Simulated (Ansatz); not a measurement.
Data:

Cr$_{3}$Ru:
```cif
data_Cr6Ru2
_chemical_formula_sum 'Cr6 Ru2'
_space_group_name_H-M_alt 'Pm-3n'
_space_group_IT_number 223
_space_group_name_Hall '-P 4n 2 3'
_cell_length_a 4.57128
_cell_length_b 4.57128
_cell_length_c 4.57128
_cell_angle_alpha 90.000
_cell_angle_beta 90.000
_cell_angle_gamma 90.000
loop_
_atom_site_label
_atom_site_type_symbol
_atom_site_symmetry_multiplicity
_atom_site_Wyckoff_symbol
_atom_site_fract_x
_atom_site_fract_y
_atom_site_fract_z
_atom_site_occupancy
Cr1 Cr 6 c 0.00000 0.50000 0.25000 1
Ru1 Ru 2 a 0.00000 0.00000 0.00000 1
```

This is the PBEsol-relaxed structure.

Question: All from DFT-PBEsol in the program Ansatz with PAW potentials, unless another level is named. Predict the formation energy from the elements (no fitted shifts).

Answer: 0.077 eV/atom.

Question: Predict the density of states at the Fermi level.

Answer: 1.5 states/eV per atom (mean over ±0.08 eV).

The workflow started from a Materials Project entry (that database holds measured and hypothetical structures alike); the Crystallography Open Database copy checked does not list it. Its standing as an ambient phase is unchecked. The cell was relaxed with PBEsol under the symmetry of its start; whether a distortion lowers the energy is not shown. The run is not spin-polarised. The references are the lowest solids computed at this level, not always the standard phases. Scalar-relativistic: spin–orbit coupling is off unless named, which matters more the heavier the elements.

Potentials: the later of the program's two PAW sets.
